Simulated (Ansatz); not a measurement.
Au: what symmetry allows forces and stress to be

```
Au
1.0
     2.97888    0.00000    0.00000
    -1.48944    2.61856    0.00673
     0.00000    0.01308    4.75761
Au
2
Cartesian
  0.0000 1.7030 3.4882
  1.4894 0.9286 1.2761
```

These are results of Ansatz 0.2.0, DFT PBEsol, scalar-relativistic, plane waves, PAW, not measurements.

Cutoff 420 eV; k points 14×14×8 on the computed 2-atom cell (Γ-centred); Gaussian smearing, width 0.10 eV; no spin polarisation.

This distorted cell has space group C2/m, with 4 operations.

Q: Without a calculation: in which directions can each atom feel a force?

A: A force must be left unchanged by every operation that keeps its atom in place, so it lies in the space that those operations leave fixed. Atoms that the group maps onto each other feel forces of one size.
```json
{"atom": "Au1", "site symmetry": "m", "operations at the site": "2", "equivalent to atom": "1", "allowed force (Cartesian)": "in the plane normal to (1.00, 0.00, 0.00)"}
{"atom": "Au2", "site symmetry": "m", "operations at the site": "2", "equivalent to atom": "1", "allowed force (Cartesian)": "in the plane normal to (1.00, 0.00, 0.00)"}
```

That leaves 2 independent force components of 6. A relaxation in this cell that keeps the symmetry moves the atoms in these directions alone.

Q: And the stress tensor?

A: It must be invariant under the point group, which leaves 4 independent components: xz, xy vanish.

Q: Do the computed values obey this?

A: Yes. Forces (eV/Å):
```
Au1  0.000  0.079  1.014
Au2  0.000 -0.079 -1.014
```

Stress (GPa, compression positive, xx yy zz yz xz xy): -9.41 -10.76 -6.07 0.70 0.00 0.00. The program imposes the same operations on density, forces and stress, so this confirms the analysis and is no independent test of the calculation.

Spin–orbit coupling is left out, which can shift energies with elements as heavy as these.

This form isn't the element's structure at ambient conditions.